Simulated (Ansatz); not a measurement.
## Property card for Al4P

Theory: DFT PBE, scalar-relativistic, plane waves, PAW (Ansatz).

Cutoff 420 eV; k points 10×10×10 on the computed 5-atom cell (Γ-centred); Gaussian smearing, width 0.10 eV; no spin polarisation.

The structure is relaxed at this level of theory with its symmetry kept, and needn't be the ground state of this composition.

```
Al P
1.0
    -2.89420    2.89420    2.89420
     2.89420   -2.89420    2.89420
     2.89420    2.89420   -2.89420
Al P
4 1
Cartesian
  1.4471 -1.4471 1.4471
  1.4471 1.4471 1.4471
  1.4471 1.4471 -1.4471
  -1.4471 1.4471 1.4471
  0.0000 0.0000 0.0000
```

| Quantity | Value |
| --- | --- |
| Space group | Im-3m (No. 229) |
| Volume per atom | 130.9 bohr³ |
| Formation energy from the elements' standard states (uncorrected) | +0.284 eV/atom |
| Kohn–Sham band gap | none (metal) |
| Density of states at the Fermi level | 2.1 states/eV per cell |
| Orbital (Löwdin) character within 0.5 eV of the Fermi level | Al 3p 54 %, Al 3s 29 %, P 3p 9 %, unprojected 5 % |
| Bader charge by site (e) | Al (4 in the cell) 0.73, P (1 in the cell) -2.92 |

Another cell of Al4P relaxed alike, in I4/mmm, lies 119 meV/atom lower, so this cell isn't the stable form at this level.

The cell was found from a structure generator's guess, not taken from experiment. Löwdin shares on free-atom orbitals overweight diffuse shells.
